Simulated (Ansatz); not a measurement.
La:
```xyz
4
Lattice="3.7748 0.0000 0.0000 -1.8874 3.2691 0.0000 0.0000 0.0000 12.0627" Properties=species:S:1:pos:R:3 pbc="T T T"
La     0.0000     0.0000     0.0000
La     0.0000     0.0000     6.0314
La     0.0000     2.1794     3.0157
La     1.8874     1.0897     9.0470
```

Relaxed with r²SCAN. Special points in fractions of this cell's reciprocal vectors: Γ (0.000, 0.000, 0.000); M (0.500, 0.000, 0.000); K (0.333, 0.333, 0.000); A (0.000, 0.000, 0.500); L (0.500, 0.000, 0.500); H (0.333, 0.333, 0.500).

List the band energies nearest the Fermi level at these points for plane-wave PAW r²SCAN (Ansatz code).

In eV from the Fermi level; about four levels below and three above (degenerate sets whole), none deeper than 8.9 eV; points with the same levels are listed once.

| k | below | above |
|---|---|---|
| Γ | -3.32 -1.92 -1.92 -1.84 | 0.52 0.69 1.34 1.34 |
| M | -1.11 -0.68 -0.29 -0.23 | 0.51 1.02 1.27 |
| K | -0.61 -0.53 -0.53 -0.04 | 0.11 0.11 0.94 |
| A | -2.84 -2.84 -1.75 -1.75 | 0.91 0.91 1.35 1.35 |
| L | -1.44 -1.44 -1.13 -1.13 | 0.75 0.75 1.39 1.39 |
| H | -0.09 -0.09 -0.07 -0.07 | 0.92 0.92 0.94 0.94 |

Space group P6_3/mmc (dhcp (α-La type)). The cell was relaxed with r²SCAN under the symmetry of its start. Spin–orbit coupling is left out wherever it is not named.

Potentials: the earlier of the program's two PAW sets.
